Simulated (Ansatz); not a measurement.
Te2Mo: from a starting cell to a relaxed one

The start is a generated cell, Te2Mo placed in the pyrite structure type. The structure is fully relaxed (lattice and positions, P = 0) with PBE (plane waves to 420 eV, PAW, scalar-relativistic; Ansatz, a program for electronic structure). The first steps use a coarse 3×3×3 k-mesh.

The start:
```
Te2Mo
1.0
    7.41758     0.00000     0.00000
    0.00000     7.41758     0.00000
    0.00000     0.00000     7.41758
Mo Te
4 8
Direct
  0.00000   0.00000   0.00000
  0.50000   0.50000   0.00000
  0.00000   0.50000   0.50000
  0.50000   0.00000   0.50000
  0.38510   0.38510   0.38510
  0.88510   0.11490   0.61490
  0.61490   0.88510   0.11490
  0.11490   0.61490   0.88510
  0.61490   0.61490   0.61490
  0.11490   0.88510   0.38510
  0.38510   0.11490   0.88510
  0.88510   0.38510   0.11490
```

```json
{
  "initial_pressure": "-12 GPa (negative: the cell is under tension)",
  "largest_initial_force": "about 0.9 eV/Å, on Te5, Te6, Te7, Te8, Te9, Te10, Te11, Te12 (atoms numbered as listed)",
  "outcome": "The space group stays Pa-3 (No. 205) (the run could not lower it), with 12 atoms in the primitive cell",
  "energy_released": "0.58 eV/atom",
  "volume_change": "-26.6 %, from 34.01 to 24.98 Å³/atom",
  "Shortest distances (start → end)": "The closest pairs of elements (up to four, under 3.6 Å), start → end: Mo–Te 3.10 → 2.76 Å; Te–Te 2.95 → 3.14 Å",
  "band_gap_at_the_end": "no gap (metallic)",
  "optimiser_moves": "6"
}
```

The end point of the relaxation:

```cif
data_Mo4Te8
_chemical_formula_sum 'Mo4 Te8'
_space_group_name_H-M_alt 'Pa-3'
_space_group_IT_number 205
_space_group_name_Hall '-P 2ac 2ab 3'
_cell_length_a 6.69231
_cell_length_b 6.69231
_cell_length_c 6.69231
_cell_angle_alpha 90.000
_cell_angle_beta 90.000
_cell_angle_gamma 90.000
loop_
_atom_site_label
_atom_site_type_symbol
_atom_site_symmetry_multiplicity
_atom_site_Wyckoff_symbol
_atom_site_fract_x
_atom_site_fract_y
_atom_site_fract_z
_atom_site_occupancy
Mo1 Mo 4 a 0.00000 0.00000 0.00000 1
Te1 Te 8 c 0.36436 0.36436 0.36436 1
```

Final values are on a 6×6×6 k-mesh of the relaxed cell. No spin polarisation in the result. A magnetic state may lie lower.

The run could not lose the symmetry of its start, so the end can be a saddle point.

The relaxed structure here is a generated cell of Te2Mo: the first start was made by placing the elements on the sites of a structure type, and the end was not matched to a known phase here, so it may be hypothetical. Known forms of Te2Mo include space group No. 194.
